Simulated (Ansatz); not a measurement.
# Field gradients of Bi2S3 from run to run

Cell of run 1: an entry of the Crystallography Open Database (COD; perhaps a calculated or model structure), atoms as given.

```
Bi S
1.0
    11.30500    0.00000    0.00000
     0.00000    3.98100    0.00000
     0.00000    0.00000   11.14700
Bi S
8 12
Direct
  0.51650 0.25000 0.17480
  0.98350 0.75000 0.67480
  0.01650 0.25000 0.32520
  0.48350 0.75000 0.82520
  0.65960 0.75000 0.46550
  0.84040 0.25000 0.96550
  0.15960 0.75000 0.03450
  0.34040 0.25000 0.53450
  0.62300 0.75000 0.05750
  0.87700 0.25000 0.55750
  0.12300 0.75000 0.44250
  0.37700 0.25000 0.94250
  0.71530 0.25000 0.30630
  0.78470 0.75000 0.80630
  0.21530 0.25000 0.19370
  0.28470 0.75000 0.69370
  0.45080 0.75000 0.37300
  0.04920 0.25000 0.87300
  0.95080 0.75000 0.12700
  0.54920 0.25000 0.62700
```

Sites (sets of like atoms) are named by element and the number of their first atom in this list.

Relaxed positions (PBE, cell held):

```
CELL_PARAMETERS angstrom
11.30500 0.00000 0.00000
0.00000 3.98100 0.00000
0.00000 0.00000 11.14700
ATOMIC_POSITIONS crystal
Bi 0.51245 0.25000 0.17529
Bi 0.98755 0.75000 0.67529
Bi 0.01245 0.25000 0.32471
Bi 0.48755 0.75000 0.82471
Bi 0.66263 0.75000 0.46845
Bi 0.83737 0.25000 0.96845
Bi 0.16263 0.75000 0.03155
Bi 0.33737 0.25000 0.53155
S 0.62247 0.75000 0.05595
S 0.87753 0.25000 0.55595
S 0.12247 0.75000 0.44405
S 0.37753 0.25000 0.94405
S 0.71634 0.25000 0.30712
S 0.78366 0.75000 0.80712
S 0.21634 0.25000 0.19288
S 0.28366 0.75000 0.69288
S 0.45045 0.75000 0.37061
S 0.04955 0.25000 0.87061
S 0.95045 0.75000 0.12939
S 0.54955 0.25000 0.62939
```

All runs are DFT with Ansatz 0.2.0 (plane waves and PAW, scalar-relativistic unless spin–orbit coupling is named, Γ-centred meshes, Fermi–Dirac smearing where given) in this cell.

Run 1: PBE, atoms as given; 420 eV, 3×7×3 k-points, smearing 0.02 eV.
Run 2: PBE, atoms relaxed; 420 eV, 3×7×3 k-points, smearing 0.02 eV.
Run 3: r2SCAN, at the relaxed atoms; 500 eV, 3×7×3 k-points, smearing 0.02 eV.

| run | Bi1 V_zz (η) | Bi5 V_zz (η) | S9 V_zz (η) |
| --- | --- | --- | --- |
| 1 | -10.74 (0.85) | -25.8 (0.04) | -9.42 (0.24) |
| 2 | ? | ? | ? |
| 3 | 8.25 (0.97) | -21.0 (0.08) | -8.75 (0.15) |

V_zz in 10²¹ V/m²; 3 of the 5 sets of like atoms are followed.

Task: Estimate the row of run 2.

Result: Bi1: -7.07 (1.00); Bi5: -18.42 (0.09); S9: -8.67 (0.13). It lies nearest to run 3, from whose tensors on these sites it differs by 2.61 at most (largest principal value of the difference, on Bi5). Taken one at a time, the positions of the atoms (as given or relaxed) move the tensors on these sites by up to 8.65 (largest principal value of the change, on Bi5), the functional (r2SCAN with its higher cutoff) by 2.61 (Bi5). On some sites the largest principal value moves to another axis from run to run, and the sign of V_zz can flip with it. On Bi1 η is near 1, so the change of sign is little more than a relabelling of axes.

Leaving out spin–orbit coupling shifts gradients on Bi by a few per cent, and by more where contributions nearly cancel. In run 1 the atoms aren't at the calculated equilibrium (largest force 0.34 eV/Å).
